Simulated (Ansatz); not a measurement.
**NMR crystallography of ZnS with a Zn vacancy: given against relaxed positions**

Start: a supercell of ZnS (space group P6_3mc) built from an entry of the Crystallography Open Database (COD), with all atoms left at the host's positions.

Space group P3m1 (No. 156); a = 7.6454, c = 12.5200 Å, γ = 120.00°.

| site | Wyckoff | site symmetry | x | y | z |
| --- | --- | --- | --- | --- | --- |
| Zn1 | 3d | .m. | 0.0000 | 0.5000 | 0.0000 |
| Zn4 | 1a | 3m. | 0.0000 | 0.0000 | 0.5000 |
| Zn5 | 3d | .m. | 0.0000 | 0.5000 | 0.5000 |
| Zn8 | 3d | .m. | 0.1667 | 0.3333 | 0.2500 |
| Zn10 | 1c | 3m. | 0.6667 | 0.3333 | 0.2500 |
| Zn12 | 3d | .m. | 0.3333 | 0.1667 | 0.7500 |
| Zn13 | 1b | 3m. | 0.3333 | 0.6667 | 0.7500 |
| S16 | 1a | 3m. | 0.0000 | 0.0000 | 0.1875 |
| S17 | 3d | .m. | 0.0000 | 0.5000 | 0.1875 |
| S20 | 1a | 3m. | 0.0000 | 0.0000 | 0.6875 |
| S21 | 3d | .m. | 0.0000 | 0.5000 | 0.6875 |
| S24 | 3d | .m. | 0.1667 | 0.3333 | 0.4375 |
| S26 | 1c | 3m. | 0.6667 | 0.3333 | 0.4375 |
| S28 | 3d | .m. | 0.3333 | 0.1667 | 0.9375 |
| S29 | 1b | 3m. | 0.3333 | 0.6667 | 0.9375 |

One atom of each set is listed.

Method: Kohn–Sham DFT in Ansatz, PBE, plane waves and PAW, scalar-relativistic, 420 eV cutoff, Γ-centred 3×3×2 k-points, Fermi–Dirac smearing 0.01 eV, cell charge -2.

The largest force at the start is 1.1 eV/Å. Relaxing the ions at fixed cell moves them by 0.157 Å at most (atom 3, Zn) and 0.082 Å rms.

| site | moved (Å) | first shell before | first shell after | V_zz before (10²¹ V/m²) | η before |
| --- | --- | --- | --- | --- | --- |
| Zn1 | 0.157 | 4 S at 2.34–2.35 Å | 4 S at 2.30–2.44 Å | 2.89 | 0.48 |
| Zn4 | 0.028 | 4 S at 2.34–2.35 Å | 4 S at 2.32–2.36 Å | -0.74 | 0.00 |
| Zn8 | 0.091 | 4 S at 2.34–2.35 Å | 4 S at 2.28–2.41 Å | -1.99 | 0.41 |
| Zn12 | 0.131 | 4 S at 2.34–2.35 Å | 4 S at 2.27–2.39 Å | -2.68 | 0.23 |
| Zn13 | 0.060 | 4 S at 2.34–2.35 Å | 4 S at 2.32–2.37 Å | -0.89 | 0.00 |
| S16 | 0.064 | 3 Zn at 2.34 Å | 3 Zn at 2.28 Å | -8.67 | 0.00 |
| S17 | 0.024 | 4 Zn at 2.34–2.35 Å | 4 Zn at 2.34–2.44 Å | 1.23 | 0.33 |
| S21 | 0.007 | 4 Zn at 2.34–2.35 Å | 4 Zn at 2.33–2.38 Å | 1.06 | 0.15 |
| S28 | 0.118 | 3 Zn at 2.34–2.35 Å | 3 Zn at 2.27–2.30 Å | -11.35 | 0.28 |
| S29 | 0.029 | 4 Zn at 2.34–2.35 Å | 4 Zn at 2.32–2.40 Å | 2.87 | 0.00 |

Task: How do the gradients change?

Result: 

```json
{"site": "Zn1", "V_zz after": "-4.94", "η after": "0.98", "change of V_zz": "–"}
{"site": "Zn4", "V_zz after": "-1.09", "η after": "0.00", "change of V_zz": "-0.35"}
{"site": "Zn8", "V_zz after": "-3.43", "η after": "0.49", "change of V_zz": "-1.44"}
{"site": "Zn12", "V_zz after": "-4.45", "η after": "0.14", "change of V_zz": "-1.77"}
{"site": "Zn13", "V_zz after": "-2.14", "η after": "0.00", "change of V_zz": "-1.25"}
{"site": "S16", "V_zz after": "-8.11", "η after": "0.00", "change of V_zz": "+0.56"}
{"site": "S17", "V_zz after": "-1.31", "η after": "0.39", "change of V_zz": "–"}
{"site": "S21", "V_zz after": "1.28", "η after": "0.61", "change of V_zz": "+0.22"}
{"site": "S28", "V_zz after": "-7.49", "η after": "0.24", "change of V_zz": "+3.86"}
{"site": "S29", "V_zz after": "1.70", "η after": "0.00", "change of V_zz": "-1.17"}
```

The largest change of V_zz along a kept axis is on S28, from -11.35 to -7.49. In per cent, |V_zz| changes by +48 to +142 on Zn, -41 to +21 on S (all sites that start above 0.5, bar those whose gradient vanishes or changes sign or whose main axis turns by over 40°). Where |V_zz| stays above 0.1 and the axes keep their order, η moves most on S21, from 0.15 to 0.61. On Zn1, S17 the largest principal value lies along another axis in the second run, so the two V_zz can't be compared directly. The table leaves out 5 of the 15 sites, with |V_zz| up to 2.05; their tensors move by 1.15 at most along any direction. The statements above cover all sites. The host's own positions weren't relaxed first, so part of the change far from the defect can be the host's relaxation.

The defect repeats with the cell of 31 atoms, so it feels its images: sites between two images don't show the values beside a lone defect, and zeros or small values of η there can come from the images' arrangement. S and Zn carry a gradient in the pure host already, so the values there aren't the defect's effect alone. A uniform background compensates the cell's charge.
Before: With a gap of 0.9 eV on this mesh, small gradients can still move by 0.1 × 10²¹ V/m² or more as the k-mesh gets denser. The neighbours have not yet relaxed around the defect (largest force 1.1 eV/Å), so a real crystal will differ.
